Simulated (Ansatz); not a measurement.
**Elastic constants of HfCo at 25 GPa (stress–strain coefficients): input and output**

Method: Ansatz, DFT LDA, scalar-relativistic, plane waves, PAW.

Launched with:
```bash
ansatz run input.yaml --threads 1 --pin off --max-ram 3072MiB --backend cpu --events-out ev --progress --plain --runs-dir out
```

Input (bare energies are in eV):
```yaml
crystal:
  lattice:
    - [2.9710678257, 0.0, 0.0]
    - [0.0, 2.9710678257, 0.0]
    - [0.0, 0.0, 2.9710678257]
  atoms:
    - { symbol: Hf, position: [0.5, 0.5, 0.5] }
    - { symbol: Co, position: [0.0, 0.0, 0.0] }
basis:
  ecutwfc: 420
kpoints:
  mp_grid: { grid: [14, 14, 14] }
hamiltonian:
  xc: lda
scf:
  occupations: { method: fermi_dirac, width: 0.15 }
output:
  forces: true
  stress: true
  eigenvalues: true
elastic:
  mode: relaxed_ion
  amplitude: 0.005
```

From the output:
```
--- Elastic constants: 2 strain directions × 4 members + reference (group order 48) ---
  dense FFT box of the reference and of every strained cell: 24×24×24
  strains applied: 11, 23; error gains: componentwise 1.00 (the most a stress slope's error grows in a printed constant), spectral 1.73 (1 for all six strains in a standard setting)
  C = ∂σ_k/∂η_j (tension-positive GPa; Voigt order 11 22 33 23 13 12):
       349.876    253.357    253.357     -0.000     -0.000     -0.000
       253.357    349.876    253.357     -0.000     -0.000     -0.000
       253.357    253.357    349.876     -0.000     -0.000     -0.000
        -0.000     -0.000     -0.000     73.492      0.000      0.000
         0.000      0.000     -0.000      0.000     73.492      0.000
        -0.000     -0.000      0.000      0.000      0.000     73.492
  reference stress σ⁰ (GPa):    -25.000    -25.000    -25.000      0.000     -0.000      0.000
  C* (energy form; C + prestress term) asymmetry max|C*_kj − C*_jk| = 1.705e-13 GPa — a small one proves nothing (zero by symmetry where the batch's group is 432, −43m or m−3m); a large one is finite-difference/SCF noise where every solve ...
  moduli (Voigt/Reuss/Hill, GPa): K = 285.53/285.53/285.53   G = 63.40/60.78/62.09   E = 173.68   ν = 0.399
  mechanically stable: yes (min eigenvalue of sym C = 73.49 GPa)
  strain η (Voigt 11):  stress-route row diagonal C_11 = 349.88 GPa, energy-path curvature d²(F+E_count+ΔE)/dδ²/Ω₀ = 349.91 GPa
    cells at ±δ against ±2δ: C11 349.96 and 350.22 GPa, apart by 0.07 % of the column's largest entry
         δ    σ_11 (GPa) F (eV) n_scf n_hpsi n_pw
    -1.000e-2     -28.5649      -20540.2858394      10  171682    524   relax 0 steps, max|allowed force component| 1.89e-29 eV/Å
    -5.000e-3     -26.7655      -20540.3084792       5  144962    528   relax 0 steps, max|allowed force component| 1.58e-30 eV/Å
     5.000e-3     -23.2659      -20540.3494081       6  171691    536   relax 0 steps, max|allowed force component| 2.68e-29 eV/Å
     1.000e-2     -21.5606      -20540.3677544       8  138679    536   relax 0 steps, max|allowed force component| 7.89e-29 eV/Å
  strain η (Voigt 23):  stress-route row diagonal C_44 = 73.49 GPa, energy-path curvature d²(F+E_count+ΔE)/dδ²/Ω₀ = 85.98 GPa
    cells at ±δ against ±2δ: C44 73.49 and 73.50 GPa, apart by 0.00 % of the column's largest entry
         δ    σ_23 (GPa) F (eV) n_scf n_hpsi n_pw
    -1.000e-2      -0.7350      -20540.3289556       8  261293    534   relax 0 steps, max|allowed force component| 1.43e-28 eV/Å
    -5.000e-3      -0.3675      -20540.3294828       5  231572    536   relax 0 steps, max|allowed force component| 1.97e-31 eV/Å
     5.000e-3       0.3675      -20540.3294828       5  227417    536   relax 0 steps, max|allowed force component| 2.52e-29 eV/Å
     1.000e-2       0.7350      -20540.3289556       8  241151    534   relax 0 steps, max|allowed force component| 3.91e-28 eV/Å
```

Time: 96 s on 1 thread of Arm Neoverse V2, on a shared host, peak memory 0.57 GiB.

In a metal, frequencies and elastic constants depend on the k mesh and the smearing, soft modes and shear constants most. Spin polarisation was left out, and a magnetic state may lie lower. Spin–orbit coupling is left out, which can shift energies with elements as heavy as these. Other phases may be more stable at this pressure.